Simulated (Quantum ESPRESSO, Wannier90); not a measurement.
## TaS2 (R-3m), plane waves to Wannier functions

```
begin unit_cell_cart
ang
   -1.6917200017    2.9301449951    0.0000000000
   -3.3834400034    0.0000000000    0.0000000000
   -1.6917200017    0.9767149984    6.3514130000
end unit_cell_cart
begin atoms_frac
Ta   0.0000000000  0.0000000000  0.0000000000
S    0.2538730000  0.2538730000  0.2383810000
S   -0.2538730000 -0.2538730000 -0.2383810000
end atoms_frac
```

Structure: Materials Project mp-555037, symmetrised, not relaxed again. COD (Crystallography Open Database) has the formula in 4 space groups, this one among them (matched by group alone). Level: PBEsol, no spin polarisation, no spin-orbit coupling; pw.x of Quantum ESPRESSO at 47 Ry with PseudoDojo potentials, 10×10×10 k-points, Wannier90. Density: 10×10×10 mesh, cold smearing 0.01 Ry. The cell is built of weakly bound layers, chains or molecules, whose nearest atoms lie 3.85 Å apart. Database cells relaxed without dispersion often hold them too far apart, which can enlarge gaps and weakens couplings between them; spacing and stacking were not compared with the measured crystal. Spin-orbit coupling is left out although heavy elements are present.

A tight-binding model is made by disentanglement and projection with no localisation steps (num_iter = 0), so the 11 orbitals stay atom-like: hydrogen-like Ta: d; S: p, axes along x, y, z; frozen window up to 1.50 eV relative to the Fermi level. It follows pw.x to 1.3 meV rms for states up to 1.0 eV relative to the Fermi level. Matrix elements depend on this choice of orbitals and windows.

### Question
What are the on-site energies relative to the Fermi level, and how fast do the hoppings decay?

### Answer
```json
[
 {"atom": "Ta1", "orbitals": "dz2", "energy (eV)": "0.20"},
 {"atom": "Ta1", "orbitals": "dxz dyz", "energy (eV)": "1.40"},
 {"atom": "Ta1", "orbitals": "dx2-y2 dxy", "energy (eV)": "0.52"},
 {"atom": "S2", "orbitals": "pz", "energy (eV)": "-2.38"},
 {"atom": "S2", "orbitals": "px py", "energy (eV)": "-2.30"},
 {"atom": "S3", "orbitals": "pz", "energy (eV)": "-2.38"},
 {"atom": "S3", "orbitals": "px py", "energy (eV)": "-2.30"}
]
```

```csv
distance of the centres (Å),largest modulus (eV)
2–3,1.8
3–4,0.78
4–5,0.16
5–6,0.14
6–7,0.054
7–8,0.015
8–9,0.0099
9–10,0.0045
10–11,0.0057
11–12,0.0023
12–13,0.0024
```
